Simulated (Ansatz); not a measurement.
BN:
Space group P6₃mc (No. 186); a = 2.5466 Å, b = 2.5466 Å, c = 12.5297 Å, α = 90.00°, β = 90.00°, γ = 120.00°

```tsv
atom	site	symmetry	x	y	z
B	2a	3m.	0.0000	0.0000	0.0001
B	2b	3m.	0.3333	0.6667	0.3327
B	2b	3m.	0.6667	0.3333	0.1666
N	2a	3m.	0.0000	0.0000	0.3744
N	2b	3m.	0.3333	0.6667	0.2081
N	2b	3m.	0.6667	0.3333	0.0419
```

Relaxed with PBEsol.

Q: Decompose the optical modes at the zone centre into irreducible representations, and say which are infrared and Raman allowed.

A: Point group 6mm: Γ_opt = 5A1 + 6B1 + 5E1 + 6E2. Infrared: A1, E1. Raman: A1, E1, E2.

Q: Assign frequencies (DFPT, the program Ansatz at the PBEsol level (PAW); without the LO–TO term).

A: E2 245, E2 251, E1 414, E1 421, B1 437, B1 441, E2 476, A1 788, A1 794, B1 969, E2 980, E1 988, E1 1008, E2 1030, E2 1037, A1 1040, E1 1052, B1 1125, A1 1196, A1 1204, B1 1250, B1 1262 cm⁻¹.

Subscripts of B labels follow the axes of the standard setting.

Space group P6_3mc. A made-up cell: these elements were put on the sites of a structure type. Its sites differ from those of the usual phase in this space group: another stacking or structure type. The cell was relaxed with PBEsol under the symmetry of its start; of distortions, only those at the zone centre were tested.

Potentials: the later of the program's two PAW sets.
